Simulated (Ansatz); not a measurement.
Problem. Each is relaxed and computed with PBEsol in the plane-wave PAW code Ansatz. Which alone has a direct gap?
A. BeS, NiAs type
B. Pb2SeS, P4/mmm (Pb on 1a, Pb on 1d, Se on 1c, S on 1b)
C. ZnS, NiAs type
D. PbS, zinc blende

Solution. B, Pb2SeS, P4/mmm (Pb on 1a, Pb on 1d, Se on 1c, S on 1b). Pb2SeS: gap 0.07 eV (direct); PbS: gap 0.63 eV (indirect); BeS: gap 1.39 eV (indirect); ZnS: gap 0.28 eV (indirect). Constructed cells (a structure type filled with these elements, in neither database checked): BeS, NiAs type. Typed or built starts, not in the databases checked: PbS, zinc blende; ZnS, NiAs type. Not the usual ambient phase: PbS, zinc blende; ZnS, NiAs type. Standing as an ambient phase not checked: Pb2SeS, P4/mmm (Pb on 1a, Pb on 1d, Se on 1c, S on 1b). Perhaps ordered models of mixed-site phases: Pb2SeS, P4/mmm (Pb on 1a, Pb on 1d, Se on 1c, S on 1b). Unstable at this level: PbS, zinc blende; BeS, NiAs type. All cells were relaxed under the symmetry of their starts (and spin orders); stability against distortions was not tested throughout. Spin–orbit coupling is left out wherever it is not named.

Potentials: the later of the program's two PAW sets.
